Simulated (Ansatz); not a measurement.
## LuPb$_{2}$

```
Lu Pb
1.0
    -1.85305    1.85305    6.56000
     1.85305   -1.85305    6.56000
     1.85305    1.85305   -6.56000
Lu Pb
1 2
Direct
  0.00000 0.00000 0.00000
  0.33300 0.33300 0.00000
  0.66700 0.66700 0.00000
```

Atoms are numbered in the order listed.

The geometry is COD entry 1522501, unchecked; take it as a test cell.

Spin–orbit coupling is left out, though it moves levels of the heavy atoms by tenths of an eV or more.

All numbers are computed: DFT, PBEsol, all-electron LAPW, scalar-relativistic (Ansatz 0.2.0); DFT, PBEsol, PAW with Ansatz's default frozen-core files, scalar-relativistic (Ansatz 0.2.0).

For LAPW: a Γ-centred 12×12×12 k mesh, Fermi–Dirac smearing of 0.05 eV, basis error target 1 meV/atom, no spin polarisation. PAW takes a cutoff of 420 eV at this cell (files made with PBE, cores remade for this functional). The Ansatz runs share mesh, smearing and spin set-up. Values come from LAPW unless marked.

| Property | Result |
| --- | --- |
| Pressure at this cell | -3.69 GPa |
| Band gap | none: with an odd electron count and no spin polarisation the bands can't all be full, a metal in this set-up (in compounds, spin order or a distortion in a larger cell can open a gap) |
| Stress xx, yy, zz (compression positive) | -3.37, -3.37, -4.34 GPa |
| Largest force | 0.353 eV/Å on Pb2 |
| Density of states at the Fermi level (0.2 eV bin) | 2.30 states/eV per cell |
| Löwdin charges (with 0.09 e of the cell spilling out of the atomic basis, so their sizes and signs hang on that basis) | Lu1 0.38, Pb2 -0.15 e |
| Bader charges (from the PAW run) | Lu1 +1.01, Pb2 -0.50 e |
| Volume per atom | 202.7 bohr³ |
